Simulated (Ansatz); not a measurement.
PbTe (rock salt)

```yaml
crystal:
  lattice:
    - [0.00000, 6.56940, 6.56940]
    - [3.28470, 3.28470, 6.56940]
    - [3.28470, 3.28470, 0.00000]
  atoms:
    - { symbol: Te, position: [0.00000, 0.00000, 0.00000] }
    - { symbol: Te, position: [0.50000, 0.00000, 0.00000] }
    - { symbol: Pb, position: [0.00000, 0.50000, 0.50000] }
    - { symbol: Pb, position: [0.50000, 0.50000, 0.50000] }
```

A phonon eigenvector at X = (0.5, 0.5, 0.0) is frozen into this cell: atom i moves by Q times the vector below, so Q is the largest atomic displacement, in Å. The cell is held. It is one choice among 2 degenerate patterns. (q is in reciprocal vectors of the primitive cell; the cell shown is doubled to hold the pattern.)

| atom | x | y | z |
|---|---|---|---|
| Te1 | 0.000 | -1.000 | 0.000 |
| Te2 | 0.000 | 1.000 | 0.000 |
| Pb3 | 0.000 | -0.257 | 0.000 |
| Pb4 | 0.000 | 0.257 | 0.000 |

The numbers are results of PBE (plane waves to 420 eV, PAW, scalar-relativistic; Ansatz, an electronic-structure program), not measurements. k mesh 9×9×9 (Γ-centred), Fermi-Dirac smearing 0.05 eV. E stands for the smeared free energy. PbTe was relaxed with its symmetry unable to fall. Spin-orbit coupling is left out, though Pb and Te are heavy. The PAW data are Ansatz's earlier set. ΔE is measured from the undisplaced structure.

```
Q (Å)    ΔE (meV/cell)
-------  -------------
-0.1000           19.3
-0.0833       withheld
-0.0667            8.4
-0.0500            4.7
-0.0333            2.1
-0.0167            0.5
0.0000             0.0
0.0167             0.5
0.0333             2.1
0.0500             4.7
0.0667             8.4
0.0833        withheld
0.1000            19.3
```

### Question
Fit an even polynomial form (powers 2, 4) to the given rows and predict ΔE at Q = -0.0833.

### Answer
Least squares on the 11 given rows: ΔE = (1860)·Q² + (6953)·Q⁴, in meV/cell with Q in Å; root-mean-square residual 0.02 meV/cell. At -0.0833 the fit gives 13.2 meV/cell; the calculation gives 13.2 meV/cell, the same to the digits shown. The quadratic term alone would give 12.9 meV/cell.

(For displaced atoms, the force is minus the slope of the energy, and its curvature is a force constant, which sets phonon frequencies.)
